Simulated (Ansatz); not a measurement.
Ansatz 0.2.0, relaxation: NaNF3

The command:

```bash
ansatz run input.yaml --threads 2 --pin off --max-ram 2560MiB --backend cpu --events-out ev --progress --plain --runs-dir out
```

The input file (Ansatz 0.2.0, plane waves):

```yaml
crystal:
  lattice:
    - [3.100047, 0.0, 0.0]
    - [1.550024, -5.043033, 0.0]
    - [0.0, 0.0, -7.36915]
  atoms:
    - { symbol: Na, position: [0.7457, 0.5086, 0.75] }
    - { symbol: Na, position: [0.2543, 0.4914, 0.25] }
    - { symbol: "N", position: [0.0, 0.0, 0.0] }
    - { symbol: "N", position: [0.0, 0.0, 0.5] }
    - { symbol: F, position: [0.0842, 0.8316, 0.75] }
    - { symbol: F, position: [0.9158, 0.1684, 0.25] }
    - { symbol: F, position: [0.6278, 0.7444, 0.0563] }
    - { symbol: F, position: [0.3722, 0.2556, 0.5563] }
    - { symbol: F, position: [0.3722, 0.2556, 0.9437] }
    - { symbol: F, position: [0.6278, 0.7444, 0.4437] }
  symmetry: { tolerance: 0.0003 }
kpoints:
  mp_grid: { grid: [6, 6, 3], shift: [0, 0, 0] }
magnetization:
  spin_polarized: false
scf:
  occupations: { method: fermi_dirac }
  lower_state_search: "off"
hamiltonian:
  pseudopotentials: { kind: paw }
  xc: pbe
basis:
  ecutwfc: 420
  fft_grid_basis: typed
relax:
  max_steps: 80
  f_tol: 0.03
output:
  forces: true
  stress: true
  eigenvalues: true
  bader: true
  populations: true
  elf: true
  write_potential: true
  volumetric_format: npy
  dos:
    e_range: [-12, 8]
    de: 0.05
    projected: { site_lists: { F: [F], "N": ["N"], Na: [Na] } }
  write_density: true
checkpoint:
  read: saved_state
```

Origin of the cell: a known structure type with other elements, at an estimated volume, so it need not be a known compound.

The smearing width isn't typed, so it takes its default of 0.1 eV.

The saved state is a converged single point of the same cell.

Steps:

```csv
step,ΔF (meV/atom),max force component (eV/Å),SCF iterations,step was
1,0.0,0.990,7,accepted
2,-34.5,0.541,7,accepted
3,-45.4,0.213,6,accepted
4,-50.4,0.062,5,accepted
5,-50.6,0.076,6,accepted
6,-51.2,0.023,7,accepted
```

Step 1, with forces in eV/Å:

```xyz
10
Lattice="3.100 0.000 0.000 1.550 -5.043 0.000 0.000 0.000 -7.369" Properties=species:S:1:pos:R:3:forces:R:3 pbc="T T T" step=1
Na    3.100   -2.565   -5.527    0.000    0.209    0.000
Na    1.550   -2.478   -1.842    0.000   -0.209    0.000
N     0.000    0.000    0.000    0.000    0.000    0.000
N     0.000    0.000   -3.685    0.000    0.000    0.000
F     1.550   -4.194   -5.527    0.000   -0.990    0.000
F     3.100   -0.849   -1.842    0.000    0.990    0.000
F     3.100   -3.754   -0.415    0.000   -0.832    0.244
F     1.550   -1.289   -4.099    0.000    0.832    0.244
F     1.550   -1.289   -6.954    0.000    0.832   -0.244
F     3.100   -3.754   -3.270    0.000   -0.832   -0.244
```

Step 2, with forces in eV/Å:

```xyz
10
Lattice="3.100 0.000 0.000 1.550 -5.043 0.000 0.000 0.000 -7.369" Properties=species:S:1:pos:R:3:forces:R:3 pbc="T T T" step=2
Na    3.100   -2.597   -5.527    0.000    0.133    0.000
Na    1.550   -2.446   -1.842    0.000   -0.133    0.000
N     0.000    0.000    0.000    0.000    0.000    0.000
N     0.000    0.000   -3.685    0.000    0.000    0.000
F     1.550   -4.297   -5.527    0.000   -0.541    0.000
F     3.100   -0.746   -1.842    0.000    0.541    0.000
F     3.100   -3.844   -0.419    0.000   -0.246    0.167
F     1.550   -1.199   -4.103    0.000    0.246    0.167
F     1.550   -1.199   -6.951    0.000    0.246   -0.167
F     3.100   -3.844   -3.266    0.000   -0.246   -0.167
```

Step 3, with forces in eV/Å:

```xyz
10
Lattice="3.100 0.000 0.000 1.550 -5.043 0.000 0.000 0.000 -7.369" Properties=species:S:1:pos:R:3:forces:R:3 pbc="T T T" step=3
Na    3.100   -2.630   -5.527    0.000    0.071    0.000
Na    1.550   -2.413   -1.842    0.000   -0.071    0.000
N     0.000    0.000    0.000    0.000    0.000    0.000
N     0.000    0.000   -3.685    0.000    0.000    0.000
F     1.550   -4.422   -5.527    0.000   -0.213    0.000
F     3.100   -0.621   -1.842    0.000    0.213    0.000
F     3.100   -3.871   -0.375    0.000    0.159    0.027
F     1.550   -1.172   -4.059    0.000   -0.159    0.027
F     1.550   -1.172   -6.994    0.000   -0.159   -0.027
F     3.100   -3.871   -3.310    0.000    0.159   -0.027
```

Step 4, with forces in eV/Å:

```xyz
10
Lattice="3.100 0.000 0.000 1.550 -5.043 0.000 0.000 0.000 -7.369" Properties=species:S:1:pos:R:3:forces:R:3 pbc="T T T" step=4
Na    3.100   -2.666   -5.527    0.000    0.062    0.000
Na    1.550   -2.377   -1.842    0.000   -0.062    0.000
N     0.000    0.000    0.000    0.000    0.000    0.000
N     0.000    0.000   -3.685    0.000    0.000    0.000
F     1.550   -4.558   -5.527    0.000   -0.018    0.000
F     3.100   -0.485   -1.842    0.000    0.018    0.000
F     3.100   -3.831   -0.326    0.000    0.051    0.036
F     1.550   -1.212   -4.011    0.000   -0.051    0.036
F     1.550   -1.212   -7.043    0.000   -0.051   -0.036
F     3.100   -3.831   -3.358    0.000    0.051   -0.036
```

Step 5, with forces in eV/Å:

```xyz
10
Lattice="3.100 0.000 0.000 1.550 -5.043 0.000 0.000 0.000 -7.369" Properties=species:S:1:pos:R:3:forces:R:3 pbc="T T T" step=5
Na    3.100   -2.647   -5.527    0.000    0.054    0.000
Na    1.550   -2.396   -1.842    0.000   -0.054    0.000
N     0.000    0.000    0.000    0.000    0.000    0.000
N     0.000    0.000   -3.685    0.000    0.000    0.000
F     1.550   -4.575   -5.527    0.000   -0.076    0.000
F     3.100   -0.468   -1.842    0.000    0.076    0.000
F     3.100   -3.818   -0.286    0.000    0.013   -0.072
F     1.550   -1.225   -3.971    0.000   -0.013   -0.072
F     1.550   -1.225   -7.083    0.000   -0.013    0.072
F     3.100   -3.818   -3.398    0.000    0.013    0.072
```

Step 6, with forces in eV/Å:

```xyz
10
Lattice="3.100 0.000 0.000 1.550 -5.043 0.000 0.000 0.000 -7.369" Properties=species:S:1:pos:R:3:forces:R:3 pbc="T T T" step=6
Na    3.100   -2.620   -5.527    0.000    0.023    0.000
Na    1.550   -2.423   -1.842    0.000   -0.023    0.000
N     0.000    0.000    0.000    0.000    0.000    0.000
N     0.000    0.000   -3.685    0.000    0.000    0.000
F     1.550   -4.593   -5.527    0.000   -0.005    0.000
F     3.100   -0.450   -1.842    0.000    0.005    0.000
F     3.100   -3.814   -0.298    0.000   -0.006   -0.002
F     1.550   -1.229   -3.982    0.000    0.006   -0.002
F     1.550   -1.229   -7.071    0.000    0.006    0.002
F     3.100   -3.814   -3.387    0.000   -0.006    0.002
```

```
Free energy lowered by  : 51.2 meV/atom
Final pressure          : -2.31 GPa
Relaxation steps listed : 6
```

Caveats: no spin, though holes on the anions or broken bonds may carry moments; the SCF threshold is looser than advised for a stress; the k mesh is coarse if the cell is a metal; the relaxation held the start's symmetry, so the end may be a saddle point.

The run took 46 s on 2 threads of Arm Neoverse V2, with other jobs on the host, peak memory 0.44 GiB, from a saved density.
